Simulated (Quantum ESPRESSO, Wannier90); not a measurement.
# Tight-binding from DFT: Te (C2/m)

Structure: Materials Project mp-570459, symmetrised, not relaxed again. Not found in the COD (Crystallography Open Database) copy used, which has the formula in other groups; not checked further. Computed values, not measurements, from LDA: Quantum ESPRESSO (norm-conserving PseudoDojo potentials, cutoff 66 Ry, no spin polarisation, no spin-orbit coupling) on a Γ-centred 8×8×6 mesh, then Wannier90. Density: 8×8×6 mesh, cold smearing 0.01 Ry. Spin-orbit coupling is left out although heavy elements are present.

On the energy scale of pw.x, whose zero is arbitrary, the Fermi level lies at 9.34 eV.

Input w.win:

```
num_bands = 21
num_wann = 12
exclude_bands = 1-15
num_iter = 800
conv_tol = 1.0e-6
conv_window = 4
dis_num_iter = 1000
dis_conv_tol = 1.0e-6
dis_froz_max = 10.84
num_cg_steps = 100
write_hr = true
write_u_matrices = true
begin projections
f=-0.32252,-0.30038,-0.33912: s;p
f=0.29964,0.31307,0.33318: s;p
f=-0.01234,0.00282,-0.00191: s;p
end projections
begin unit_cell_cart
ang
    3.8202900000   -2.1482050000    0.0000000000
    3.8202900000    2.1482050000    0.0000000000
   -0.0942870000    0.0000000000    5.9760860000
end unit_cell_cart
begin atoms_frac
Te  -0.3094500000 -0.3094500000 -0.3388100000
Te   0.3094500000  0.3094500000  0.3388100000
Te   0.0000000000  0.0000000000  0.0000000000
end atoms_frac
mp_grid = 8 8 6
begin kpoints
0.0000000000 0.0000000000 0.0000000000
0.0000000000 0.0000000000 0.1666666667
0.0000000000 0.0000000000 0.3333333333
... (381 more lines: the 8x8x6 mesh through Gamma)
end kpoints
```

Input of pw2wannier90.x that gives the overlap and projection files (equivalent; here they were cut from one run over all bands):

```
&inputpp
  outdir = './out'
  prefix = 'pwscf'
  seedname = 'w'
  write_amn = .true.
  write_mmn = .true.
/
```

Output w.wout (banner and timings cut):

```
                                    ------
                                    SYSTEM
                                    ------

                              Lattice Vectors (Ang)
                    a_1     3.820290  -2.148205   0.000000
                    a_2     3.820290   2.148205   0.000000
                    a_3    -0.094287   0.000000   5.976086

                   Unit Cell Volume:      98.08868  (Ang^3)

                        Reciprocal-Space Vectors (Ang^-1)
                    b_1     0.822344  -1.462427   0.012974
                    b_2     0.822344   1.462427   0.012974
                    b_3    -0.000000   0.000000   1.051388

 *----------------------------------------------------------------------------*
 |   Site       Fractional Coordinate          Cartesian Coordinate (Ang)     |
 +----------------------------------------------------------------------------+
 | te   1  -0.30945  -0.30945  -0.33881   |   -2.33243   0.00000  -2.02476    |
 | te   2   0.30945   0.30945   0.33881   |    2.33243   0.00000   2.02476    |
 | te   3   0.00000   0.00000   0.00000   |    0.00000   0.00000   0.00000    |
 *----------------------------------------------------------------------------*
                                ------------
                                K-POINT GRID
                                ------------

             Grid size =  8 x  8 x  6      Total points =  384

 *---------------------------------- MAIN ------------------------------------*
 |  Number of Wannier Functions               :                12             |
 |  Number of Objective Wannier Functions     :                12             |
 |  Number of input Bloch states              :                21             |
 |  Output verbosity (1=low, 5=high)          :                 1             |
 |  Timing Level (1=low, 5=high)              :                 1             |
 |  Optimisation (0=memory, 3=speed)          :                 3             |
 |  Length Unit                               :               Ang             |
 |  Post-processing setup (write *.nnkp)      :                 F             |
 |  Using Gamma-only branch of algorithms     :                 F             |
 *----------------------------------------------------------------------------*
 *------------------------------- WANNIERISE ---------------------------------*
 |  Total number of iterations                :               800             |
 |  Number of CG steps before reset           :               100             |
 |  Trial step length for line search         :             2.000             |
 |  Convergence tolerence                     :         0.100E-05             |
 |  Convergence window                        :                 4             |
 |  Iterations between writing output         :                 1             |
 |  Iterations between backing up to disk     :               100             |
 |  Write r^2_nm to file                      :                 F             |
 |  Write xyz WF centres to file              :                 F             |
 |  Write on-site energies <0n|H|0n> to file  :                 F             |
 |  Use guiding centre to control phases      :                 F             |
 |  Use phases for initial projections        :                 F             |
 *----------------------------------------------------------------------------*
 *------------------------------- DISENTANGLE --------------------------------*
 |  Using band disentanglement                :                 T             |
 |  Total number of iterations                :              1000             |
 |  Mixing ratio                              :             0.500             |
 |  Convergence tolerence                     :         1.000E-06             |
 |  Convergence window                        :                 3             |
 *----------------------------------------------------------------------------*
 *-------------------------------- PLOTTING ----------------------------------*
 |  Plotting Hamiltonian in WF basis          :                 T             |
 *----------------------------------------------------------------------------*

       ... (k-mesh section left out)

 Starting a new Wannier90 calculation ...

 Reading overlaps from w.mmn

 Reading projections from w.amn

 *------------------------------- DISENTANGLE --------------------------------*
 +----------------------------------------------------------------------------+
 |                              Energy  Windows                               |
 |                              ---------------                               |
 |                   Outer:   -4.37840  to   21.33024  (eV)                   |
 |                   Inner:   -4.37840  to   10.84000  (eV)                   |
 +----------------------------------------------------------------------------+
   Number of target bands to extract:   12

                   Unitarised projection of Wannier functions
                   ------------------------------------------
   A_mn = <psi_m|g_n> --> S = A.A^+ --> U = S^-1/2.A
   In dis_project... done
   Using an inner window (linner = T)
   In dis_proj_froz... done

                   Extraction of optimally-connected subspace
                   ------------------------------------------
 +---------------------------------------------------------------------+<-- DIS
 |  Iter     Omega_I(i-1)      Omega_I(i)      Delta (frac.)           |<-- DIS
 +---------------------------------------------------------------------+<-- DIS
       1      20.49405037      18.71664310       9.496E-02    <-- DIS
       2      18.47017345      18.47138873      -6.579E-05    <-- DIS
       3      18.37694678      18.35371354       1.266E-03    <-- DIS
       4      18.30083011      18.28841764       6.787E-04    <-- DIS
       5      18.25082927      18.24957668       6.864E-05    <-- DIS
       6      18.22036095      18.22526476      -2.691E-04    <-- DIS
       ... (lines left out)
      44      18.17059520      18.17061219      -9.347E-07    <-- DIS
      45      18.17059652      18.17061134      -8.154E-07    <-- DIS
      46      18.17059773      18.17061066      -7.115E-07    <-- DIS

             <<<      Delta < 1.000E-06  over  3 iterations     >>>
             <<< Disentanglement convergence criteria satisfied >>>

        Final Omega_I    18.17061066 (Ang^2)

 +----------------------------------------------------------------------------+

 Writing checkpoint file w.chk... done

 *------------------------------- WANNIERISE ---------------------------------*
 +--------------------------------------------------------------------+<-- CONV
 | Iter  Delta Spread     RMS Gradient      Spread (Ang^2)            |<-- CONV
 +--------------------------------------------------------------------+<-- CONV

 ------------------------------------------------------------------------------
 Initial State
  WF centre and spread    1  ( -2.343735,  0.042245, -2.026956 )     1.38097401
  WF centre and spread    2  ( -2.339772,  0.000149, -2.029044 )     2.44407024
  WF centre and spread    3  ( -2.314214,  0.000196, -2.072131 )     2.47608893
  WF centre and spread    4  ( -2.319479, -0.041345, -1.986131 )     2.43212824
  WF centre and spread    5  (  2.310610,  0.025193,  1.995842 )     1.38009787
  WF centre and spread    6  (  2.339522, -0.000254,  2.059444 )     2.44054435
  WF centre and spread    7  (  2.347030, -0.000002,  2.071905 )     2.47290504
  WF centre and spread    8  (  2.319249, -0.024869,  1.985802 )     2.44136962
  WF centre and spread    9  ( -0.032471,  0.028429, -0.010300 )     1.38644219
  WF centre and spread   10  (  0.000368, -0.000035,  0.010188 )     2.46293050
  WF centre and spread   11  (  0.032359,  0.000195,  0.001111 )     2.48346555
  WF centre and spread   12  ( -0.000296, -0.028844, -0.000165 )     2.53241923
  Sum of centres and spreads ( -0.000829,  0.001060, -0.000435 )    26.33343578

      0     0.263E+02     0.0000000000       26.3334357710  <-- CONV
        O_D=      0.0093746 O_OD=      8.1534506 O_TOT=     26.3334358 <-- SPRD
 ------------------------------------------------------------------------------
      1    -0.547E-01     0.1689740701       26.2787220438  <-- CONV
        O_D=      0.0102484 O_OD=      8.0978630 O_TOT=     26.2787220 <-- SPRD
      2    -0.753E-01     0.2299221460       26.2034413389  <-- CONV
        O_D=      0.0111491 O_OD=      8.0216816 O_TOT=     26.2034413 <-- SPRD
      3    -0.346E-01     0.1831982013       26.1688828920  <-- CONV
        O_D=      0.0097133 O_OD=      7.9885589 O_TOT=     26.1688829 <-- SPRD
      4    -0.170E-01     0.1256576475       26.1519209682  <-- CONV
        O_D=      0.0091254 O_OD=      7.9721849 O_TOT=     26.1519210 <-- SPRD
      5    -0.775E-02     0.0877039131       26.1441733424  <-- CONV
        O_D=      0.0088732 O_OD=      7.9646895 O_TOT=     26.1441733 <-- SPRD
       ... (lines left out)
    100    -0.122E-02     0.0338932111       22.0187089654  <-- CONV
        O_D=      0.0055241 O_OD=      3.8425742 O_TOT=     22.0187090 <-- SPRD
       ... (lines left out)
    171    -0.600E-06     0.0006741006       21.9876693181  <-- CONV
        O_D=      0.0052779 O_OD=      3.8117808 O_TOT=     21.9876693 <-- SPRD
    172    -0.525E-06     0.0006615332       21.9876687928  <-- CONV
        O_D=      0.0052780 O_OD=      3.8117801 O_TOT=     21.9876688 <-- SPRD
    173    -0.508E-06     0.0005873903       21.9876682853  <-- CONV
        O_D=      0.0052779 O_OD=      3.8117797 O_TOT=     21.9876683 <-- SPRD
             <<<     Delta < 1.000E-06  over  4 iterations     >>>
             <<< Wannierisation convergence criteria satisfied >>>
 Final State
  WF centre and spread    1  ( -2.370874,  0.504599, -1.677962 )     1.80368526
  WF centre and spread    2  ( -2.778360, -0.000412, -2.453710 )     1.79076867
  WF centre and spread    3  ( -1.797519,  0.000006, -2.304940 )     1.85559761
  WF centre and spread    4  ( -2.370545, -0.504151, -1.677229 )     1.80260710
  WF centre and spread    5  (  2.367733,  0.504066,  1.676892 )     1.80298083
  WF centre and spread    6  (  1.797738, -0.002501,  2.304870 )     1.85763731
  WF centre and spread    7  (  2.778488,  0.003094,  2.453689 )     1.78947586
  WF centre and spread    8  (  2.373244, -0.504649,  1.678261 )     1.80247591
  WF centre and spread    9  ( -0.400308,  0.352686, -0.228210 )     1.87453107
  WF centre and spread   10  ( -0.023337,  0.025873,  0.577376 )     1.84339293
  WF centre and spread   11  (  0.525718,  0.161724, -0.175118 )     1.86212965
  WF centre and spread   12  ( -0.102011, -0.540926, -0.171377 )     1.90238610
  Sum of centres and spreads ( -0.000033, -0.000591,  0.002541 )    21.98766830

         Spreads (Ang^2)       Omega I      =    18.170610661
        ================       Omega D      =     0.005277913
                               Omega OD     =     3.811779712
    Final Spread (Ang^2)       Omega Total  =    21.987668285
```
